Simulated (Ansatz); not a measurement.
MoS$_{2}$:
Space group P6₃/mmc (No. 194); a = 3.1741 Å, b = 3.1741 Å, c = 12.4868 Å, α = 90.00°, β = 90.00°, γ = 120.00°

```json
[
 {"atom": "Mo", "site": "2c", "symmetry": "-6m2", "x": "0.3333", "y": "0.6667", "z": "0.2500"},
 {"atom": "S", "site": "4f", "symmetry": "3m.", "x": "0.6667", "y": "0.3333", "z": "0.1256"}
]
```

Relaxed with r²SCAN+D4 (plane waves, PAW; program Ansatz). Indices refer to the conventional cell of P6_3/mmc, a = b = 3.174 Å, c = 12.487 Å, α = β = 90.00°, γ = 120.00°.

Problem. Simulate the powder diffraction pattern (Cu Kα, λ = 1.54184 Å; lines above 1 %) up to 2θ = 90°.

Solution. Simulated powder pattern, Cu Kα, λ = 1.54184 Å (kinematic, ideal powder, no thermal factors, no anomalous dispersion; the 30 strongest lines at most, above 1 %, up to 2θ = 90°):

```json
[
 {"2θ (°)": "14.19", "d (Å)": "6.243", "I/Imax (%)": "100", "hkl": "(0002)"},
 {"2θ (°)": "28.59", "d (Å)": "3.122", "I/Imax (%)": "1.7", "hkl": "(0004)"},
 {"2θ (°)": "32.57", "d (Å)": "2.749", "I/Imax (%)": "27", "hkl": "(1 0 -1 0)"},
 {"2θ (°)": "33.38", "d (Å)": "2.685", "I/Imax (%)": "15", "hkl": "(1 0 -1 1)"},
 {"2θ (°)": "35.69", "d (Å)": "2.516", "I/Imax (%)": "15", "hkl": "(1 0 -1 2)"},
 {"2θ (°)": "39.28", "d (Å)": "2.294", "I/Imax (%)": "73", "hkl": "(1 0 -1 3)"},
 {"2θ (°)": "43.48", "d (Å)": "2.081", "I/Imax (%)": "5.5", "hkl": "(0006)"},
 {"2θ (°)": "43.89", "d (Å)": "2.063", "I/Imax (%)": "1.0", "hkl": "(1 0 -1 4)"},
 {"2θ (°)": "49.30", "d (Å)": "1.848", "I/Imax (%)": "37", "hkl": "(1 0 -1 5)"},
 {"2θ (°)": "55.37", "d (Å)": "1.659", "I/Imax (%)": "4.0", "hkl": "(1 0 -1 6)"},
 {"2θ (°)": "58.12", "d (Å)": "1.587", "I/Imax (%)": "19", "hkl": "(1 1 -2 0)"},
 {"2θ (°)": "59.20", "d (Å)": "1.561", "I/Imax (%)": "5.9", "hkl": "(0008)"},
 {"2θ (°)": "60.16", "d (Å)": "1.538", "I/Imax (%)": "13", "hkl": "(1 1 -2 2)"},
 {"2θ (°)": "62.02", "d (Å)": "1.496", "I/Imax (%)": "2.7", "hkl": "(1 0 -1 7)"},
 {"2θ (°)": "66.04", "d (Å)": "1.415", "I/Imax (%)": "1.3", "hkl": "(1 1 -2 4)"},
 {"2θ (°)": "68.24", "d (Å)": "1.374", "I/Imax (%)": "2.9", "hkl": "(2 0 -2 0)"},
 {"2θ (°)": "68.71", "d (Å)": "1.366", "I/Imax (%)": "1.9", "hkl": "(2 0 -2 1)"},
 {"2θ (°)": "69.22", "d (Å)": "1.357", "I/Imax (%)": "5.5", "hkl": "(1 0 -1 8)"},
 {"2θ (°)": "70.11", "d (Å)": "1.342", "I/Imax (%)": "2.0", "hkl": "(2 0 -2 2)"},
 {"2θ (°)": "72.41", "d (Å)": "1.305", "I/Imax (%)": "11", "hkl": "(2 0 -2 3)"},
 {"2θ (°)": "75.31", "d (Å)": "1.262", "I/Imax (%)": "6.3", "hkl": "(1 1 -2 6)"},
 {"2θ (°)": "76.25", "d (Å)": "1.249", "I/Imax (%)": "1.1", "hkl": "(0 0 0 10)"},
 {"2θ (°)": "76.99", "d (Å)": "1.239", "I/Imax (%)": "1.3", "hkl": "(1 0 -1 9)"},
 {"2θ (°)": "79.62", "d (Å)": "1.204", "I/Imax (%)": "9.0", "hkl": "(2 0 -2 5)"},
 {"2θ (°)": "84.47", "d (Å)": "1.147", "I/Imax (%)": "1.2", "hkl": "(2 0 -2 6)"},
 {"2θ (°)": "85.39", "d (Å)": "1.137", "I/Imax (%)": "1.3", "hkl": "(1 0 -1 10)"},
 {"2θ (°)": "87.70", "d (Å)": "1.113", "I/Imax (%)": "12", "hkl": "(1 1 -2 8)"}
]
```

The cell was relaxed with r²SCAN+D4 under the symmetry of its start; phonons on a q-mesh show no instability. No spin polarisation was allowed.

Potentials: the later of the program's two PAW sets.
